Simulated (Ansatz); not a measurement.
## Structures of Si₃F: which is lowest?

Plane-wave DFT in Ansatz with scalar-relativistic PAW potentials, cutoff 420 eV, Γ-centred meshes chosen by cell and gap, Gaussian smearing with energies taken to zero width. Every cell was relaxed (cell and atoms) in a run of its own, within the symmetry of its start. Functional: PBE.

Relaxed structures (starts from databases or built by putting these elements on another compound's sites):
A. P6_3/mmc, 8 atoms in the computed cell, a = 5.918 Å, c = 3.747 Å; sites (symmetry × multiplicity) Si mm2 × 6, F -6m2 × 2; start: built
B. P6_3/mcm, 8 atoms in the computed cell, a = 5.150 Å, c = 4.875 Å; sites (symmetry × multiplicity) Si m2m × 6, F -3.m × 2; start: built

Question: Rank them by energy. Could pressure change the order?

Answer:
| structure | group | E − E(lowest) (meV/atom) | V (Å³/atom) | gap on mesh (eV) |
| --- | --- | --- | --- | --- |
| B | P6_3/mcm | 0.0 | 14.00 | 0.00 |
| A | P6_3/mmc | 0.5 | 14.21 | 0.00 |

B and A are level within the 5 meV/atom that separate runs leave open. The two lowest differ in volume by under 3 %, too little for a first-order estimate of what pressure does to that pair (other pairs aren't weighed here). Other structures may lie lower than all of these, and vibrations aren't counted.

Spin polarisation was left out, and a magnetic state may lie lower.